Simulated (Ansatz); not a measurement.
Relaxed-ion elastic tensor of GaRu3C (anti-perovskite, Pm-3m) in GPa (Voigt order), r²SCAN in the plane-wave PAW code Ansatz; density 10.01 g/cm³, 12.77 Å³ per atom.

```
531  136  136  0.0  0.0  0.0
136  531  136  0.0  0.0  0.0
136  136  531  0.0  0.0  0.0
0.0  0.0  0.0  103  0.0  0.0
0.0  0.0  0.0  0.0  103  0.0
0.0  0.0  0.0  0.0  0.0  103
```

Q: Is the crystal mechanically stable?

A: Yes: the smallest eigenvalue of C is 103 GPa.

Q: Work out the Voigt, Reuss and Hill averages.

A: K_V = 268, K_R = 268, K_H = 268; G_V = 141, G_R = 127, G_H = 134 GPa.

Q: Give Young's modulus, Poisson's ratio, Pugh's ratio and the universal anisotropy index.

A: E = 9KG/(3K + G) = 345 GPa; ν = 0.29; K/G = 2.00 (ductile by the Pugh limit of 1.75); A_U = 5G_V/G_R + K_V/K_R − 6 = 0.53.

Q: Estimate the sound speeds and the Debye temperature.

A: v_l = √((K + 4G/3)/ρ) = 6680 m/s, v_t = √(G/ρ) = 3660 m/s, mean 4080 m/s; Θ = (h/k)(3n/4πV)^(1/3) v_m = 520 K.

Q: Give the Zener ratio and Young's modulus along [100], [110] and [111].

A: A = 2C44/(C11 − C12) = 0.52; 1/E = S11 − 2(S11 − S12 − S44/2)Γ with Γ = 0, 1/4, 1/3 gives 476, 306, 274 GPa.

The start of the workflow was typed in or built on a structure type; neither database checked (COD, Materials Project) lists it. Its standing as an ambient phase is unchecked. Symmetry was held in the r²SCAN relaxation; whether a distortion lowers the energy is not shown. The run is not spin-polarised. As this level gives no gap, shear constants depend on the k-mesh and smearing (Fermi–Dirac, 0.1 eV here).

Potentials: the earlier of the program's two PAW sets.
